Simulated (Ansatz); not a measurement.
One crystal and one scan (scan of one atom of the cell) at two levels, PBE (plane waves to 420 eV, PAW, scalar-relativistic; Ansatz, a program for electronic structure) and r2SCAN (plane waves to 500 eV, PAW, scalar-relativistic; Ansatz), each from its own relaxed cell and on its own mesh. The cell shown is that of PBE.

Relaxed SnTe (rock salt):

```
CELL_PARAMETERS angstrom
      0.00000     3.20463     3.20463
      3.20463     0.00000     3.20463
      3.20463     3.20463     0.00000
ATOMIC_POSITIONS crystal
  Te 0.00000 0.00000 0.00000
  Sn 0.50000 0.50000 0.50000
```

In each cell atom 2 (Sn, nearest neighbour Te at 3.205 Å; its periodic images, 4.5 Å or more away, move with it) moves by s·(0.707, 0.707, 0.000) (along Cartesian [110]), the rest being held.

E stands for the smeared free energy. SnTe was relaxed with its symmetry unable to fall. Spin-orbit coupling is left out, though Te is heavy. The PAW data are Ansatz's earlier set. Percentages come from the unrounded values. Both scans cover s from -0.960 to 0.960 Å.

Results of PBE:

Lattice constant a (Å): 6.409
Energy at s = 0.960 Å (meV/cell): 1145
Force along the line at s = -0.960 Å (eV/Å): 3.417
Symmetry of the curve: even: the same for both signs

Question: What does r2SCAN give for the same quantities?

Answer: 
```csv
quantity,r2SCAN,PBE − r2SCAN
Lattice constant a (Å),6.371,+0.038 (+0.6 %)
Energy at s = 0.960 Å (meV/cell),1187,-42 (-3.5 %)
Force along the line at s = -0.960 Å (eV/Å),3.614,-0.197 (-5.4 %)
```

PBE gives the higher value for: lattice constant a. PBE gives the lower value for: energy at s = 0.960 Å; force along the line at s = -0.960 Å. Both give the same symmetry of the curve: even: the same for both signs.

(For displaced atoms, the force is minus the slope of the energy, and its curvature is a force constant, which sets phonon frequencies.)
